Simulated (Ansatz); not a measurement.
Mg2Au in Ansatz, relaxation

The command:

```bash
ansatz run input.yaml --threads 2 --pin off --max-ram 3584MiB --backend cpu --events-out ev --progress --plain --runs-dir out
```

Input:

```yaml
crystal:
  lattice:
    - [6.13515737, 0.0, 0.0]
    - [0.0, 4.53564137, 0.0]
    - [0.0, 0.0, 8.28456972]
  atoms:
    - { symbol: Mg, position: [0.811, 0.25, 0.071] }
    - { symbol: Mg, position: [0.689, 0.75, 0.571] }
    - { symbol: Mg, position: [0.311, 0.25, 0.429] }
    - { symbol: Mg, position: [0.189, 0.75, 0.929] }
    - { symbol: Au, position: [0.284, 0.25, 0.101] }
    - { symbol: Au, position: [0.216, 0.75, 0.601] }
    - { symbol: Au, position: [0.784, 0.25, 0.399] }
    - { symbol: Au, position: [0.716, 0.75, 0.899] }
    - { symbol: Mg, position: [0.468, 0.25, 0.775] }
    - { symbol: Mg, position: [0.032, 0.75, 0.275] }
    - { symbol: Mg, position: [0.968, 0.25, 0.725] }
    - { symbol: Mg, position: [0.532, 0.75, 0.225] }
  symmetry: { tolerance: 0.0003 }
kpoints:
  mp_grid: { grid: [4, 6, 3], shift: [0, 0, 0] }
magnetization:
  spin_polarized: false
scf:
  occupations: { method: fermi_dirac }
  lower_state_search: "off"
hamiltonian:
  pseudopotentials: { kind: paw }
  xc: lda
basis:
  ecutwfc: 420
  fft_grid_basis: typed
relax:
  max_steps: 60
  cell: { p_target: 0.0 }
  f_tol: 0.03
output:
  forces: true
  stress: true
  eigenvalues: true
  bader: true
  populations: true
  elf: true
  write_potential: true
  volumetric_format: npy
  dos:
    e_range: [-12, 8]
    de: 0.05
    projected: { site_lists: { Au: [Au], Mg: [Mg] } }
  write_density: true
checkpoint:
  read: saved_state
```

Origin of the cell: a database entry, scaled a little.

The smearing width isn't typed, so it takes its default of 0.1 eV.

The saved state is a converged single point of the same cell.

Steps («new basis» is an SCF on plane waves selected anew at the same cell):

```json
{"step": "1", "ΔF (meV/atom)": "0.0", "max force component (eV/Å)": "0.337", "P (GPa)": "-4.53", "volume (Å³)": "230.53", "SCF iterations": "6", "step was": "accepted"}
{"step": "2", "ΔF (meV/atom)": "-29.4", "max force component (eV/Å)": "0.088", "P (GPa)": "1.62", "volume (Å³)": "211.45", "SCF iterations": "7", "step was": "accepted"}
{"step": "3", "ΔF (meV/atom)": "-32.6", "max force component (eV/Å)": "0.062", "P (GPa)": "-0.03", "volume (Å³)": "215.92", "SCF iterations": "6", "step was": "accepted"}
{"step": "4", "ΔF (meV/atom)": "-34.6", "max force component (eV/Å)": "0.042", "P (GPa)": "-0.19", "volume (Å³)": "216.71", "SCF iterations": "7", "step was": "accepted"}
{"step": "5", "ΔF (meV/atom)": "-35.5", "max force component (eV/Å)": "0.038", "P (GPa)": "0.04", "volume (Å³)": "217.20", "SCF iterations": "7", "step was": "accepted"}
{"step": "6", "ΔF (meV/atom)": "-35.6", "max force component (eV/Å)": "0.003", "P (GPa)": "-0.01", "volume (Å³)": "217.27", "SCF iterations": "6", "step was": "accepted"}
{"step": "7", "ΔF (meV/atom)": "-35.5", "max force component (eV/Å)": "0.003", "P (GPa)": "-0.01", "volume (Å³)": "217.27", "SCF iterations": "6", "step was": "new basis"}
```

Step 1, with forces in eV/Å:

```xyz
12
Lattice="6.135 0.000 0.000 0.000 4.536 0.000 0.000 0.000 8.285" Properties=species:S:1:pos:R:3:forces:R:3 pbc="T T T" step=1
Mg    4.976    1.134    0.588   -0.004    0.000    0.039
Mg    4.227    3.402    4.730    0.004    0.000    0.039
Mg    1.908    1.134    3.554   -0.004    0.000   -0.039
Mg    1.160    3.402    7.696    0.004    0.000   -0.039
Au    1.742    1.134    0.837   -0.207    0.000   -0.017
Au    1.325    3.402    4.979    0.207    0.000   -0.017
Au    4.810    1.134    3.306   -0.207    0.000    0.017
Au    4.393    3.402    7.448    0.207    0.000    0.017
Mg    2.871    1.134    6.421    0.017    0.000    0.337
Mg    0.196    3.402    2.278   -0.017    0.000    0.337
Mg    5.939    1.134    6.006    0.017    0.000   -0.337
Mg    3.264    3.402    1.864   -0.017    0.000   -0.337
```

Step 2, with forces in eV/Å:

```xyz
12
Lattice="5.835 0.000 0.000 0.000 4.406 0.000 0.000 0.000 8.224" Properties=species:S:1:pos:R:3:forces:R:3 pbc="T T T" step=2
Mg    4.737    1.102    0.591    0.015    0.000   -0.042
Mg    4.016    3.305    4.703   -0.015    0.000   -0.042
Mg    1.820    1.102    3.521    0.015    0.000    0.042
Mg    1.098    3.305    7.633   -0.015    0.000    0.042
Au    1.608    1.102    0.838    0.054    0.000    0.088
Au    1.309    3.305    4.950   -0.054    0.000    0.088
Au    4.526    1.102    3.274    0.054    0.000   -0.088
Au    4.227    3.305    7.386   -0.054    0.000   -0.088
Mg    2.734    1.102    6.451    0.003    0.000    0.035
Mg    0.183    3.305    2.339   -0.003    0.000    0.035
Mg    5.652    1.102    5.885    0.003    0.000   -0.035
Mg    3.101    3.305    1.773   -0.003    0.000   -0.035
```

Step 3, with forces in eV/Å:

```xyz
12
Lattice="5.873 0.000 0.000 0.000 4.440 0.000 0.000 0.000 8.282" Properties=species:S:1:pos:R:3:forces:R:3 pbc="T T T" step=3
Mg    4.773    1.110    0.568    0.053    0.000   -0.003
Mg    4.036    3.330    4.709   -0.053    0.000   -0.003
Mg    1.837    1.110    3.573    0.053    0.000    0.003
Mg    1.099    3.330    7.714   -0.053    0.000    0.003
Au    1.625    1.110    0.875   -0.002    0.000    0.062
Au    1.312    3.330    5.016    0.002    0.000    0.062
Au    4.561    1.110    3.266   -0.002    0.000   -0.062
Au    4.248    3.330    7.406    0.002    0.000   -0.062
Mg    2.741    1.110    6.520   -0.007    0.000    0.035
Mg    0.195    3.330    2.380    0.007    0.000    0.035
Mg    5.677    1.110    5.902   -0.007    0.000   -0.035
Mg    3.132    3.330    1.761    0.007    0.000   -0.035
```

Step 4, with forces in eV/Å:

```xyz
12
Lattice="5.872 0.000 0.000 0.000 4.430 0.000 0.000 0.000 8.330" Properties=species:S:1:pos:R:3:forces:R:3 pbc="T T T" step=4
Mg    4.815    1.108    0.527    0.010    0.000    0.032
Mg    3.993    3.323    4.692   -0.010    0.000    0.032
Mg    1.879    1.108    3.638    0.010    0.000   -0.032
Mg    1.057    3.323    7.803   -0.010    0.000   -0.032
Au    1.641    1.108    0.935   -0.027    0.000    0.039
Au    1.295    3.323    5.100    0.027    0.000    0.039
Au    4.577    1.108    3.230   -0.027    0.000   -0.039
Au    4.231    3.323    7.395    0.027    0.000   -0.039
Mg    2.701    1.108    6.602   -0.011    0.000    0.042
Mg    0.235    3.323    2.437    0.011    0.000    0.042
Mg    5.638    1.108    5.893   -0.011    0.000   -0.042
Mg    3.171    3.323    1.728    0.011    0.000   -0.042
```

Step 5, with forces in eV/Å:

```xyz
12
Lattice="5.926 0.000 0.000 0.000 4.385 0.000 0.000 0.000 8.359" Properties=species:S:1:pos:R:3:forces:R:3 pbc="T T T" step=5
Mg    4.894    1.096    0.496   -0.013    0.000   -0.005
Mg    3.994    3.289    4.676    0.013    0.000   -0.005
Mg    1.931    1.096    3.683   -0.013    0.000    0.005
Mg    1.032    3.289    7.863    0.013    0.000    0.005
Au    1.625    1.096    1.001    0.038    0.000   -0.013
Au    1.338    3.289    5.181   -0.038    0.000   -0.013
Au    4.588    1.096    3.178    0.038    0.000    0.013
Au    4.300    3.289    7.358   -0.038    0.000    0.013
Mg    2.700    1.096    6.680    0.010    0.000    0.026
Mg    0.263    3.289    2.500   -0.010    0.000    0.026
Mg    5.663    1.096    5.859    0.010    0.000   -0.026
Mg    3.225    3.289    1.679   -0.010    0.000   -0.026
```

Step 7, with forces in eV/Å:

```xyz
12
Lattice="5.917 0.000 0.000 0.000 4.385 0.000 0.000 0.000 8.374" Properties=species:S:1:pos:R:3:forces:R:3 pbc="T T T" step=7
Mg    4.890    1.096    0.496   -0.003    0.000    0.001
Mg    3.986    3.289    4.683    0.003    0.000    0.001
Mg    1.931    1.096    3.691   -0.003    0.000   -0.001
Mg    1.028    3.289    7.877    0.003    0.000   -0.001
Au    1.635    1.096    1.002   -0.001    0.000    0.001
Au    1.324    3.289    5.189    0.001    0.000    0.001
Au    4.593    1.096    3.185   -0.001    0.000   -0.001
Au    4.283    3.289    7.372    0.001    0.000   -0.001
Mg    2.694    1.096    6.698   -0.002    0.000    0.000
Mg    0.264    3.289    2.512    0.002    0.000    0.000
Mg    5.653    1.096    5.862   -0.002    0.000    0.000
Mg    3.223    3.289    1.675    0.002    0.000    0.000
```

```yaml
Free_energy_lowered_by: 35.5 meV/atom
Volume_change: -5.76 %
Final_pressure: -0.01 GPa
Relaxation_steps_listed: 7
Gap_on_the_mesh: none (metal)
```

Caveats: no spin-orbit coupling, though heavy elements are present; the relaxation held the start's symmetry, so the end may be a saddle point.

It ran for 89 s on 2 threads of Intel(R) Xeon(R) 6975P-C (Granite Rapids), with other jobs on the host, peak memory 0.81 GiB, from a saved density.
